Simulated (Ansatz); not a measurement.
Sn (I4/mmm), work and stress of cleavage

Computed with Ansatz, DFT r2SCAN, scalar-relativistic, plane waves, PAW. Settings: plane waves to 500 eV, k-mesh 17×17×7 (Γ-centred), Gaussian smearing 0.15 eV. No spin polarisation. Energies are free energies at this smearing, counted from the undisturbed cell; pressure is positive in compression.

The undisturbed cell (relaxed at this level; this form isn't the usual structure):

```xyz
4
Lattice="-1.6211 -1.6211 -2.5995 -1.6211 -1.6211 2.5995 -6.4845 6.4845 0.0000" Properties=species:S:1:pos:R:3 pbc="T T T"
Sn   -2.4317   -0.8106    0.0000
Sn   -5.6739    5.6739    0.0000
Sn   -5.6739    2.4317    0.0000
Sn   -2.4317    2.4317    0.0000
```

The cut lies on the cell's a–b face, a (-1 1 0) plane (indices in the standard cell, whose axes needn't be the Cartesian ones shown) of area 11.92 Å², between layers 2.29 Å apart. Vector c is lengthened by d along the normal with the atoms' Cartesian places fixed: one unrelaxed cut a cell. The traction is positive where the two halves pull on each other.

| d (Å) | energy (J/m²) | traction (GPa) |
| --- | --- | --- |
| -0.30 | 0.112 | -8.31 |
| 0.00 | 0.000 | 0.02 |
| 0.50 | 0.136 | 4.02 |
| 1.00 | 0.334 | 3.42 |
| 2.00 | 0.578 | 1.64 |
| 3.00 | 0.685 | 0.62 |
| 6.00 | 0.731 | 0.01 |

Problem. What are the work of separation and the cleavage stress, and do they fit the universal binding curve?

Solution. The energy levels off near W ≈ 0.731 J/m² (the traction is down to 0.01 GPa), the energy of the two unrelaxed faces, 0.365 J/m² each on average. The largest sampled traction is 4.02 GPa at d = 0.50 Å, and a parabola through it and its two neighbours peaks at σ_max ≈ 4.34 GPa, d ≈ 0.68 Å. The curve E = W[1 − (1 + d/ℓ)exp(−d/ℓ)] peaks in traction at d = ℓ with σ_max = W/(eℓ); with 1 J/m² per Å = 10 GPa this W and σ_max give ℓ = 0.62 Å. A parabola through that curve at the same three d peaks at 0.70 Å, against 0.68 Å here, a fair fit. Real crystals break at far lower stress, because cracks concentrate it, and on the plane of lowest W, which needn't be this one.

The cut is rigid; relaxing the faces lowers these energies and usually the stresses.

In a metal these slopes depend on the k mesh and the smearing.

Cost: 7 runs of about 7.9 core-minutes in all, on AMD EPYC 9R45 (Zen 5) (shared hosts).